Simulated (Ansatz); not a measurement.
A trial cell of SnBiO2, before relaxation:

```yaml
crystal:
  lattice:
    - [3.99581, 0.00000, 0.00000]
    - [0.00000, 3.99581, 0.00000]
    - [0.00000, 0.00000, 5.72645]
  atoms:
    - { symbol: Sn, position: [0.50000, 0.50000, 0.50000] }
    - { symbol: Bi, position: [0.00000, 0.00000, 0.00000] }
    - { symbol: O, position: [0.00000, 0.50000, 0.24329] }
    - { symbol: O, position: [0.50000, 0.00000, 0.75671] }
```

Method: Ansatz 0.2.0, DFT PBE, scalar-relativistic, plane waves, PAW. Cutoff 420 eV, Gaussian smearing, Γ-centred meshes. Cell and atoms relax first on a coarse mesh and then on a finer one. In between, the cell is made exact in the group found at 0.06 Å. In metals the finer mesh still leaves noise of several meV/atom or more. The steps can't lower the symmetry of their start. No spin polarisation.

A guess keeps its type if space group and coordination stay and the shape of the cell changes little (axis ratios within about 15 %, angles within 6°); the volume may change.

Question: Does it keep its structure type, or change into something else?

Answer: It keeps its type. The symmetry stays P-4m2 (No. 115). The volume per atom shrinks by 7.0 %, from 22.9 to 21.3 Å³. The shortest distance goes from 2.44 Å (Bi–O) to 2.38 Å (Bi–O). The ratio c/a of the conventional cell changes by a factor of 0.99. Counting neighbours within 15 % of an atom's shortest distance, the start has Bi 4, O 4, Sn 4 and the end Bi 4, O 4, Sn 4.

Energies over the elements count from the elements' standard structures at the same level (O₂ as a molecule), with no fitted energy shifts. The references include grey tin.

Question: At what energy does it end?

Answer: −0.66 eV/atom.

The last run used a 12×12×8 mesh (in the run's order of axes) for its 4-atom cell and Gaussian smearing of 0.10 eV. Spin–orbit coupling, which can matter for Bi, is left out. An odd number of electrons in the primitive cell allows no gap without spin; a larger cell or a magnetic state could open one. A structure relaxed within its symmetry needn't be a true minimum. Another cell of SnBiO2 relaxed alike, in Pmm2, lies 282 meV/atom lower, so this cell isn't the stable form at this level.
